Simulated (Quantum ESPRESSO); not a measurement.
## Ta3Nb2GaScPd (different elements on one site, starting from this cell)

Computed values, not a measurement. The program is pw.x of Quantum ESPRESSO 7.5 (plane-wave density functional theory). The cell is made up: eight metal atoms on a hexagonal close-packed lattice, with elements, volume, strain and displacements drawn at random and not relaxed, so it may be unstable or far from any real phase. PseudoDojo standard norm-conserving files set the functional (PBE unless stated); there is no spin polarisation or spin-orbit coupling, the Fermi-Dirac width of 0.25 eV means electrons at about 2900 K, and the masses in the input are unused placeholders. Heavy elements are run without spin-orbit coupling, which real alloys of them have. A spin test at this wide smearing found no moment, but such smearing suppresses magnetism that the real alloy may have.

The runs put different elements on site 6. Cell, positions, cutoff, mesh and smearing stay as in the input of run 1; sites are counted in its order. Stress in the tables is positive in tension.

Input of run 1:

```
&control calculation='scf', pseudo_dir='./dojo.nc.sr.pbe.v0_5.standard.upf', outdir='./o', disk_io='minimal', tprnfor=.true., tstress=.true. /
&system ibrav=0, nat=8, ntyp=5, nbnd=71, ecutwfc=84.00895049, nosym=.true., tot_charge=0,
 occupations='smearing', smearing='fd', degauss=0.0183746611
/
&electrons conv_thr=1.470e-08, electron_maxstep=70, mixing_beta=0.5 /
ATOMIC_SPECIES
Ga 1.0 Ga.upf
Nb 1.0 Nb.upf
Pd 1.0 Pd.upf
Sc 1.0 Sc.upf
Ta 1.0 Ta.upf
CELL_PARAMETERS angstrom
0.0 0.0 4.8104
5.9902 0.0 0.0
-2.9951 5.1877 0.0
ATOMIC_POSITIONS angstrom
Ta 0.0821 0.0804 0.0101
Nb -1.4438 2.6664 0.0445
Ta 2.9842 0.0873 -0.0442
Ta 1.5864 2.6938 -0.048
Ga -0.0223 1.6973 2.4366
Sc -1.39 4.4389 2.3488
Pd 2.9971 1.6878 2.3907
Nb 1.4514 4.4744 2.4158
K_POINTS automatic
5 5 5 1 1 1
```

| run | elements on sites 1 to 8 | -TS (eV) | pressure (GPa) | stress xx (GPa) | stress yy (GPa) | stress zz (GPa) | stress yz (GPa) | stress xz (GPa) | stress xy (GPa) | iterations |
| --- | --- | --- | --- | --- | --- | --- | --- | --- | --- | --- |
| 1 | Ta Nb Ta Ta Ga Sc Pd Nb | -1.829 | -3.13 | 5.57 | 5.20 | -1.38 | -0.11 | -0.30 | 1.55 | 18 |
| 2 | Ta Nb Ta Ta Ga Ta Pd Nb | -1.827 | -6.05 | 8.91 | 6.57 | 2.67 | 0.04 | -0.07 | 0.61 | 20 |
| 3 | Ta Nb Ta Ta Ga Pt Pd Nb | -1.770 | -10.45 | 10.74 | 11.54 | 9.06 | 0.09 | 0.01 | 1.09 | 19 |
| 4 | Ta Nb Ta Ta Ga Ir Pd Nb | -1.805 | -12.10 | 12.91 | 12.54 | 10.87 | 0.22 | 0.14 | 0.74 | 18 |
| 5 | Ta Nb Ta Ta Ga Re Pd Nb | -1.826 | -11.44 | 13.56 | 10.83 | 9.93 | 0.27 | 0.19 | -0.22 | 20 |

Forces Fx Fy Fz (eV/Å):

```
site              run 1              run 2             run 3             run 4             run 5
   1  -0.54 -0.18 -0.19  -0.17 -0.38 -0.12  -0.35 -0.27 0.01  -0.15 -0.37 0.06   0.05 -0.48 0.05
   2   0.22 -0.49 -0.48   0.12 -0.17 -0.40  0.19 -0.05 -0.29   0.22 0.11 -0.23   0.14 0.19 -0.22
   3    0.56 -0.10 0.10    0.22 -0.23 0.16   0.29 -0.30 0.19   0.06 -0.40 0.19  -0.08 -0.36 0.19
   4   -0.21 -0.11 0.37   -0.07 -0.04 0.35   -0.14 0.23 0.27   -0.09 0.23 0.28   -0.02 0.11 0.31
   5    0.17 0.46 -0.13    0.16 0.64 -0.14   0.43 0.46 -0.12   0.43 0.54 -0.13   0.30 0.64 -0.12
   6   -1.13 -0.42 0.59   -0.95 -0.47 0.43  -0.48 -0.38 0.22  -0.35 -0.44 0.12  -0.42 -0.59 0.08
   7   -0.14 1.08 -0.02   -0.14 1.27 -0.01  -0.17 0.97 -0.03  -0.21 1.05 -0.03  -0.15 1.20 -0.02
   8   1.08 -0.24 -0.24   0.83 -0.61 -0.27  0.24 -0.67 -0.26  0.09 -0.71 -0.27  0.17 -0.70 -0.27
```

Energies are left out, as each element's file has its own zero. A rerun of one cell of this series at a higher cutoff and on a denser mesh moved values by no more than 0.006 eV in energy, 0.03 GPa in stress and 0.007 eV/Å in force, and a second program with other atomic files agreed on that cell to 2 % rms in force and 0.5 GPa in pressure.